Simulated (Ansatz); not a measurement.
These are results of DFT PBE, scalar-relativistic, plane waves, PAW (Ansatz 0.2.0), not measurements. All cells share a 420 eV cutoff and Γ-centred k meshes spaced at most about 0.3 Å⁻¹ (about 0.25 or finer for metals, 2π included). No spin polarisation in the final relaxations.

All energies are static (0 K, no zero-point motion). Lower structures may exist.

Question: Order these relaxed structures of BPd₄ by energy, lowest first, with the energy over the lowest of them.
1.

```cif
data_structure
_symmetry_space_group_name_H-M 'Im-3m'
_symmetry_Int_Tables_number 229
_cell_length_a 5.3033
_cell_length_b 5.3033
_cell_length_c 5.3033
_cell_angle_alpha 90.000
_cell_angle_beta 90.000
_cell_angle_gamma 90.000
_cell_volume 149.15
loop_
_atom_site_label
_atom_site_type_symbol
_atom_site_symmetry_multiplicity
_atom_site_Wyckoff_symbol
_atom_site_fract_x
_atom_site_fract_y
_atom_site_fract_z
_atom_site_occupancy
B1 B 2 a 0.00000 0.00000 0.00000 1
Pd1 Pd 8 c 0.25000 0.25000 0.25000 1
```

2.

```cif
data_structure
_symmetry_space_group_name_H-M 'P-6m2'
_symmetry_Int_Tables_number 187
_cell_length_a 5.4165
_cell_length_b 5.4165
_cell_length_c 2.8085
_cell_angle_alpha 90.000
_cell_angle_beta 90.000
_cell_angle_gamma 120.000
_cell_volume 71.36
loop_
_atom_site_label
_atom_site_type_symbol
_atom_site_symmetry_multiplicity
_atom_site_Wyckoff_symbol
_atom_site_fract_x
_atom_site_fract_y
_atom_site_fract_z
_atom_site_occupancy
B1 B 1 e 0.66667 0.33333 0.00000 1
Pd1 Pd 3 k 0.49771 0.50229 0.50000 1
Pd2 Pd 1 a 0.00000 0.00000 0.00000 1
```

3.

```cif
data_structure
_symmetry_space_group_name_H-M 'Pmm2'
_symmetry_Int_Tables_number 25
_cell_length_a 2.8553
_cell_length_b 4.3628
_cell_length_c 5.8872
_cell_angle_alpha 90.000
_cell_angle_beta 90.000
_cell_angle_gamma 90.000
_cell_volume 73.34
loop_
_atom_site_label
_atom_site_type_symbol
_atom_site_symmetry_multiplicity
_atom_site_Wyckoff_symbol
_atom_site_fract_x
_atom_site_fract_y
_atom_site_fract_z
_atom_site_occupancy
B1 B 1 c 0.50000 0.00000 0.86061 1
Pd1 Pd 1 d 0.50000 0.50000 0.87561 1
Pd2 Pd 1 b 0.00000 0.50000 0.33346 1
Pd3 Pd 1 a 0.00000 0.00000 0.61633 1
Pd4 Pd 1 c 0.50000 0.00000 0.19100 1
```

4.

```cif
data_structure
_symmetry_space_group_name_H-M 'P6/mmm'
_symmetry_Int_Tables_number 191
_cell_length_a 5.0375
_cell_length_b 5.0375
_cell_length_c 3.9383
_cell_angle_alpha 90.000
_cell_angle_beta 90.000
_cell_angle_gamma 120.000
_cell_volume 86.55
loop_
_atom_site_label
_atom_site_type_symbol
_atom_site_symmetry_multiplicity
_atom_site_Wyckoff_symbol
_atom_site_fract_x
_atom_site_fract_y
_atom_site_fract_z
_atom_site_occupancy
B1 B 1 a 0.00000 0.00000 0.00000 1
Pd1 Pd 1 b 0.00000 0.00000 0.50000 1
Pd2 Pd 3 f 0.50000 0.00000 0.00000 1
```

Answer: 2 (0 meV/atom), 3 (92 meV/atom), 1 (202 meV/atom), 4 (613 meV/atom). Forms: 2 P-6m2; 3 Pmm2; 1 Im-3m; 4 P6/mmm. Counting Pd atoms around B (those within 1.25 times the shortest such distance or 1.15 times the sum of covalent radii, 1.27 where that leaves under three; a plus sign parts nearer from farther groups): cell 2 has B 6; cell 3 has B 5; cell 1 has B 8; cell 4 has B 2+6.

The Pmm2 cell at 14.7 Å³/atom was relaxed from a Materials Project cell. Cells relaxed within their symmetry can be saddle points. Some types were kept out of the candidates beforehand, so the set may lack a known form.
